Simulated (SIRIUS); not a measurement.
**Small calculations from the output for Zn₂SeS (R3m, 4 atoms in the cell; from Materials Project mp-1215446)**

```
CELL_PARAMETERS angstrom
      1.95375     1.12800     6.38365
     -1.95375     1.12800     6.38365
      0.00000    -2.25600     6.38365
ATOMIC_POSITIONS crystal
  Zn 0.00374 0.00374 0.00374
  Zn 0.49637 0.49637 0.49637
  Se 0.62452 0.62452 0.62452
  S  0.12535 0.12535 0.12535
```

Method: PBEsol, GBRV PBEsol ultrasoft pseudopotentials (plane waves; SIRIUS).

Main settings: parameters.ngridk = 6 6 6; parameters.xc_functionals = [XC_GGA_X_PBE_SOL, XC_GGA_C_PBE_SOL]; parameters.gk_cutoff = 6.325 1/bohr; parameters.pw_cutoff = 14.143 1/bohr; parameters.smearing = gaussian; parameters.smearing_width = 0.0001 Ha; potentials = GBRV PBEsol ultrasoft pseudopotentials; parameters.electronic_structure_method = pseudopotential.

The structure comes from a collection of computed structures, made at another level of theory; the collection holds predicted forms beside known ones.

The cell holds 569.6 bohr³ and the plane-wave cutoff is 40.0 Ry.

Q: How many plane waves does a k-point need, and how does the count grow with the cutoff?

A: In Rydberg units |k + G|² ≤ E, a sphere of radius √40.0 = 6.325 bohr⁻¹. Each G takes (2π)³/V of reciprocal space, so N = V E^(3/2)/(6π²) = 569.6 × 253.0/59.218 = 2433. The program's largest count at a k-point is 2457; single k-points scatter about the estimate. The count grows as E^(3/2): 20 % more cutoff means 31 % more plane waves.

The cell was also run at V = 83.567 Å³ (F = -13469.72297 eV, P = -0.36 GPa) and V = 85.255 Å³ (F = -13469.71223 eV, P = -1.70 GPa), scaled uniformly; the base has V = 84.411 Å³, P = -1.05 GPa and F₀ = -13469.71935 eV.

Q: Check the pressure against the energies, and estimate the bulk modulus and the volume of zero pressure.

A: P = −dF/dV ≈ −(0.01074 eV)/(1.688 Å³) = -0.00636 eV/Å³; times 160.218 GPa per eV/Å³ this is -1.02 GPa, against -1.05 GPa from the stress tensor. B = −V dP/dV ≈ −84.411 × (-1.34 GPa)/(1.688 Å³) = 67 GPa at this volume. The curvature of the energies, B = V (F₊ + F₋ − 2F₀)/(ΔV/2)², gives 66 GPa. To first order the pressure vanishes at V0 ≈ V(1 + P/B) = 83.09 Å³, so all lengths change by about -0.53 %. Shape and fractional positions were held, which usually makes B too large where they are free.
